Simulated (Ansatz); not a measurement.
TiS in space group P-6m2 (No. 187; Ti on 1e, S on 1b) under volume change, PBEsol (plane waves, PAW; program Ansatz), shape and atoms relaxed at each volume.

```json
[
 {"V (Å³/atom)": "13.018", "E − E(relaxed) (meV/atom)": "65.8", "P (GPa)": "17.78"},
 {"V (Å³/atom)": "13.448", "E − E(relaxed) (meV/atom)": "27.7", "P (GPa)": "10.89"},
 {"V (Å³/atom)": "13.877", "E − E(relaxed) (meV/atom)": "6.5", "P (GPa)": "5.02"},
 {"V (Å³/atom)": "14.306", "E − E(relaxed) (meV/atom)": "0.0", "P (GPa)": "0.00"},
 {"V (Å³/atom)": "14.735", "E − E(relaxed) (meV/atom)": "5.9", "P (GPa)": "-4.29"},
 {"V (Å³/atom)": "15.164", "E − E(relaxed) (meV/atom)": "22.4", "P (GPa)": "-7.95"},
 {"V (Å³/atom)": "15.594", "E − E(relaxed) (meV/atom)": "48.0", "P (GPa)": "-11.06"}
]
```

Problem. What does a third-order Birch–Murnaghan fit give for V₀, B₀ and B′?

Solution. V₀ = 14.31 Å³/atom, B₀ = 154 GPa, B′ = 4.3.

The workflow started from a Materials Project entry (that database holds measured and hypothetical structures alike); the Crystallography Open Database copy checked does not list it. COD files the formula under space group No. 166, 194, so this cell is another polymorph or a model. Its standing as an ambient phase is unchecked. The cell was relaxed with PBEsol under the symmetry of its start; of distortions, only those at the zone centre were tested. No spin polarisation was allowed.

Potentials: the later of the program's two PAW sets.
